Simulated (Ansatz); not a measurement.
Relaxed-ion elastic tensor of ZnSnN₂ in space group R-3m (No. 166; Zn on 3a, Sn on 3b, N on 6c) in GPa (Voigt order), r²SCAN in the plane-wave PAW code Ansatz; density 7.87 g/cm³, 11.19 Å³ per atom.

|  | 1 | 2 | 3 | 4 | 5 | 6 |
|---|---|---|---|---|---|---|
| 1 | 392 | 123 | 82.6 | -56.9 | 0.0 | 0.0 |
| 2 | 123 | 392 | 82.6 | 56.9 | 0.0 | 0.0 |
| 3 | 82.6 | 82.6 | 353 | 0.0 | 0.0 | 0.0 |
| 4 | -56.9 | 56.9 | 0.0 | 26.9 | 0.0 | 0.0 |
| 5 | 0.0 | 0.0 | 0.0 | 0.0 | 26.9 | -56.9 |
| 6 | 0.0 | 0.0 | 0.0 | 0.0 | -56.9 | 134 |

Q: Is the crystal mechanically stable?

A: Yes: the smallest eigenvalue of C is 2.4 GPa.

Q: Work out the Voigt and Reuss bounds. Is their mean of use?

A: K_V = 191, K_R = 189; G_V = 94.3, G_R = 5.8 GPa. The bounds lie so far apart that a Hill average or a Debye temperature from it would say little.

The start of the workflow was typed in or built on a structure type; neither database checked (COD, Materials Project) lists it. Its standing as an ambient phase is unchecked. The r²SCAN relaxation kept the symmetry of its start; its stability against distortions is not shown here. Its formation energy is positive at this level, so the cell may be metastable or incomplete. Scalar-relativistic: spin–orbit coupling is off unless named, which matters more the heavier the elements.

Potentials: the earlier of the program's two PAW sets.
